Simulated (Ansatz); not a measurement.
# TaTe in the rocksalt structure

Method: PBE, scalar-relativistic; collinear spin; PAW, 420 eV, 10×10×10 k-mesh, Gaussian smearing of 0.05 eV; code Ansatz. The datasets are Ansatz's generated set soft_2.

```
Ta Te
1.0
     0.00000    2.84795    2.84795
     2.84795    0.00000    2.84795
     2.84795    2.84795    0.00000
Ta Te
1 1
Cartesian
  2.8479 2.8479 2.8479
  0.0000 0.0000 0.0000
```

The structure was built from a prototype; whether the compound forms in it isn't claimed.

Magnetic state: ferromagnetic, site spin moments Ta 0.12 μB.

Cell and atoms are those of this level's equilibrium.

The cell has space group Fm-3m (read at 0.01 Å). In it the stress is 0.00, 0.00, 0.00, 0.00, 0.00, 0.00 GPa and the largest force component 0.000 eV/Å. Each change below starts from this cell, without further relaxation. Stress is in GPa, positive in compression, in the order xx, yy, zz, yz, xz, xy; energies are counted from the cell above and are free energies with the smearing's entropy, which match forces and stress in a metal.

Q: What happens when atom 2 (Te) is moved by 0.02 Å along z?

A: The energy changes by 0.7 meV per cell, and the force on it along the shift is -0.068 eV/Å (−F/u = 3.39 eV/Å²). Stress: -0.02, -0.02, 0.07, 0.00, 0.00, 0.00.
```
atom  Fx (eV/Å)     Fy      Fz
 Ta1      0.000  0.000   0.068
 Te2      0.000  0.000  -0.068
```

Q: What happens when atom 1 (Ta) is moved by 0.05 Å along y?

A: The energy changes by 4.1 meV per cell, and the force on it along the shift is -0.158 eV/Å (−F/u = 3.15 eV/Å²). Stress: -0.08, 0.45, -0.08, 0.00, 0.00, 0.00.
```tsv
atom	Fx (eV/Å)	Fy	Fz
Ta1	0.000	-0.158	0.000
Te2	0.000	0.158	0.000
```
In a harmonic crystal the energy would rise by −½F·u = ½ × 3.15 × 0.05² eV = 3.9 meV, close to the run's value; the rest is anharmonic or numerical.

Q: What stress follows from an engineering strain of -2 % in yz, atoms carried along?

A: -0.02, -0.01, -0.01, -0.57, 0.00, 0.00 GPa; the energy changes by -1.6 meV per cell.
The stress changes with the wrong sign for a stable crystal (a clamped-atom constant of about -29 GPa), so the cell is unstable against this strain on this mesh; in a metal a finer mesh can change the sign.

Q: What stress follows from an engineering strain of 3 % in yy, atoms carried along?

A: -1.22, -5.37, -1.22, 0.00, 0.00, 0.00 GPa; the energy changes by 24.7 meV per cell. Spin moments: Ta 0.15 μB.
The change of the stress over the strain gives a clamped-atom stiffness of about 179 GPa for this component, a secant value that lies under the elastic constant in tension and over it in compression, by several per cent for each per cent of strain.
In a harmonic crystal the energy would rise by V(½Cε² − σ₀ε), with σ₀ the stress of the unstrained cell, = 23.3 meV, close to the run's value; the rest has the sign of the anharmonic part, which a secant stiffness overstates.

Q: All atoms and the cell are disturbed at random:
```xyz
2
Lattice="-0.0135 2.8493 2.8376 2.8724 -0.0336 2.8576 2.8309 2.8277 0.0080" Properties=species:S:1:pos:R:3 pbc="T T T"
Ta    2.8523    2.7947    2.8908
Te   -0.0074    0.0270   -0.0392
```
Give the energy change, the stress and the forces.

A: 14.2 meV per cell; stress -1.06, -0.30, 1.01, 0.06, 0.21, -0.48 GPa.
| atom | Fx (eV/Å) | Fy | Fz |
| --- | --- | --- | --- |
| Ta1 | -0.064 | 0.159 | -0.247 |
| Te2 | 0.064 | -0.159 | 0.247 |

Q: All atoms and the cell are disturbed at random:
```
CELL_PARAMETERS angstrom
-0.00597 2.85809 2.90393
2.84064 -0.01107 2.90902
2.80625 2.82879 0.02332
ATOMIC_POSITIONS crystal
Ta 0.49379 0.52741 0.50301
Te 0.00621 0.97259 0.99699
```
Give the energy change, the stress and the forces.

A: 88.3 meV per cell; stress 6.26, -1.23, -1.22, 0.29, -0.62, -0.20 GPa.
| atom | Fx (eV/Å) | Fy | Fz |
| --- | --- | --- | --- |
| Ta1 | -0.912 | 0.082 | -0.232 |
| Te2 | 0.912 | -0.082 | 0.232 |

For elements this heavy, spin–orbit coupling would shift levels and gaps; it isn't included here. So small a moment in a metal hangs on mesh and smearing, and semilocal functionals can overstate it, so the real crystal may have none. Site moments are of spin, integrated over atomic spheres. A displaced or strained copy of the relaxed cell lay 0.8 meV/atom lower, so on this mesh the structure isn't a minimum; in a metal a finer mesh can change so small a difference.
